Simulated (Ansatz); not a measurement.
# Notes on CdClO

```
Cd O Cl
1.0
     3.87485    0.00000    0.00000
     0.00000    3.86414    0.00000
     0.00000    0.00000    8.20997
Cd O Cl
2 2 2
Direct
  0.00000 0.50000 0.07000
  0.50000 0.00000 0.93000
  0.00000 0.00000 0.94000
  0.50000 0.50000 0.06000
  0.00000 0.00000 0.30000
  0.50000 0.50000 0.70000
```

The numbers come from plane-wave PAW DFT (Ansatz): PBE, spin-orbit coupling, 420 eV, 6×6×3 Γ-centred k points, gaussian occupations (width 0.029 eV). Nothing was relaxed.

The state carries no moments; the state need not be the lowest.

Is there a gap?

It is a metal, with about 10 states/eV a cell as the mean within 0.25 eV of the Fermi level, mostly Cl p (72 %) and O p (22 %).

Where is the largest force?

The largest is on Cd1 (and as large on other atoms): 2.76 eV/Å, components (0.00, 0.00, 2.76). It makes 92° with the line to a nearest neighbour, O4 at 1.94 Å.

Which element gives electrons and which takes them?

Bader charges in e: Cd +1.35, Cl -0.39, O -0.96. In the mean Cd gives up most and O takes most.

What does the stress say?

The pressure is 15.4 GPa (compression positive), so with the atoms held at these fractions the cell would first expand; the forces are large, so a full relaxation may end otherwise. The principal stresses 7.0, 9.6, 29.7 GPa differ, so its shape would change too.

What is the formation energy?

-0.17 eV an atom against the elements' usual phases (free molecules for gases, crystals otherwise, with no correction for O₂ or N₂), so it is bound against them; other compounds may still compete. Relaxing would lower it.

Origin: a known structure type with other elements, at an estimated volume, so it need not be a known compound. Caveats: atoms or cell far from equilibrium.
